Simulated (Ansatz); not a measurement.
SnSe2: all-electron results

```
Sn Se
1.0
     3.81100    0.00000    0.00000
    -1.90550    3.30042    0.00000
     0.00000    0.00000    6.13700
Sn Se
1 2
Direct
  0.00000 0.00000 0.00000
  0.33333 0.66667 0.25000
  0.66667 0.33333 0.75000
```

Atom numbers follow the list: Sn1, Se2, Se3.

The cell comes from COD entry 1548805, which wasn't checked; take it as a given geometry. Its inner coordinates are ideal values, not refined ones.

Spin–orbit coupling is left out, though it moves levels of the heavy atoms by tenths of an eV or more.

Levels of theory: DFT, PBE, all-electron LAPW, scalar-relativistic (Ansatz 0.2.0); DFT, PBE, PAW with Ansatz's default frozen-core files, scalar-relativistic (Ansatz 0.2.0).

For LAPW: a Γ-centred 7×7×4 k mesh, Fermi–Dirac smearing of 0.03 eV, basis error target 1 meV/atom, no spin polarisation. PAW takes a cutoff of 420 eV at this cell. The Ansatz runs share mesh, smearing and spin set-up. Values come from LAPW unless marked.

```yaml
Pressure_at_this_cell: 52.8 kbar
Band_gap: 0.76 eV
Stress_xx_yy_zz_compression_positive: 4.85, 4.85, 6.13 GPa
Largest_force: 0.715 eV/Å on Se2
Smallest_direct_gap_on_the_path: 1.11 eV
Löwdin_charges_with_0.12_e_of_the_cell_spilling_out_of_the_atomic_basis_so_their_sizes_and_signs_hang_on_that_basis: Sn1 0.58, Se2 -0.23 e
Bader_charges_from_the_PAW_run: Sn1 +1.28, Se2 -0.64 e
Volume_per_atom: 25.73 Å³
```
